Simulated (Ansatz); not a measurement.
ReOs:
```
ReOs
1.0
    2.75302     0.00000     0.00000
   -1.37651     2.38419     0.00000
    0.00000     0.00000     4.36377
Re Os
1 1
Direct
  0.66667   0.33333   0.50000
  0.00000   0.00000   0.00000
```

This is the r²SCAN-relaxed structure.

Problem. All from r²SCAN in the plane-wave PAW code Ansatz, unless another level is named. Estimate the density of states at the Fermi level.

Solution. 0.61 states/eV per atom (mean over ±0.08 eV).

Problem. What about the formation energy from the elements (no fitted shifts)?

Solution. -0.091 eV/atom.

Space group P-6m2. The workflow started from a Materials Project entry (that database holds measured and hypothetical structures alike); the Crystallography Open Database copy checked does not list it. With Re and Os taken as one species the cell has the higher symmetry P6_3/mmc, so it may be an ordered model of a mixed-site phase. Whether it is the stable phase at ambient conditions was not checked. The r²SCAN relaxation kept the symmetry of its start; its stability against distortions is not shown here. The run is not spin-polarised. The references are the lowest solids computed at this level, not always the standard phases. Spin–orbit coupling is left out wherever it is not named.

Potentials: the later of the program's two PAW sets.
